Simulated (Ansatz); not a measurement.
## Bi-209 nuclear quadrupole resonance in Bi2S3

Cell: a structure deposited in the COD, taken as it stands.

```
Bi S
1.0
    11.31900    0.00000    0.00000
     0.00000    3.99200    0.00000
     0.00000    0.00000   11.17000
Bi S
8 12
Direct
  0.34019 0.25000 0.46549
  0.65981 0.75000 0.53451
  0.15981 0.75000 0.96549
  0.84019 0.25000 0.03451
  0.48383 0.75000 0.17441
  0.51617 0.25000 0.82559
  0.01617 0.25000 0.67441
  0.98383 0.75000 0.32559
  0.28410 0.75000 0.30620
  0.71590 0.25000 0.69380
  0.21590 0.25000 0.80620
  0.78410 0.75000 0.19380
  0.37670 0.25000 0.05780
  0.62330 0.75000 0.94220
  0.12330 0.75000 0.55780
  0.87670 0.25000 0.44220
  0.54900 0.25000 0.37100
  0.45100 0.75000 0.62900
  0.95100 0.75000 0.87100
  0.04900 0.25000 0.12900
```

Atoms are numbered from 1 in the order listed; like atoms form one site, named after its first atom.

The numbers come from a DFT calculation in Ansatz (PBE, plane waves and PAW, scalar-relativistic, 420 eV cutoff, Γ-centred 3×7×3 k-points, Fermi–Dirac smearing 0.02 eV).

Bi-209: I = 9/2, Q = -516.0 mb (year-2017 value). Static lattice, zero field.

Sites with a gradient: Bi1 (atoms 1, 2, 3, 4; 7 S at 2.59–3.33 Å); Bi5 (atoms 5, 6, 7, 8; 7 S at 2.67–3.41 Å).

(1) The simulated spectrum has lines at 12.3, 12.8, 13.2, 18.0, 18.7, 25.0, 26.0, 39.1, 52.2 MHz. Sort them into the sets that belong together, and say which site each set most likely comes from.

Answers

(1) For I = 9/2 and η = 0 the lines are |C_Q|/24 times 1, 2, 3 and 4; η shifts the lowest up most. At large η the states mix, and weaker lines appear at sums of the main ones; lines under 5 % of the strongest are left out. Bi1: 13.2, 26.0, 39.1, 52.2 MHz (|C_Q| = 313 MHz, η = 0.04). Bi5: 12.3, 12.8, 18.0, 18.7, 25.0 MHz (|C_Q| = 122 MHz, η = 0.96).

The sites follow from the calculation. Like point charges on the first shell alone (each adding as 1/d³) would give the same order.

The values hang on the deposited positions: relaxing the atoms moves V_zz on Bi1 from -25.1 to -19.20, on Bi5 from -9.76 to -7.55. Spin–orbit coupling is left out, which shifts gradients on Bi by a few per cent, and by more where contributions nearly cancel. Newer work puts Q(²⁰⁹Bi) near −420 mb, which would lower these couplings by about a fifth.
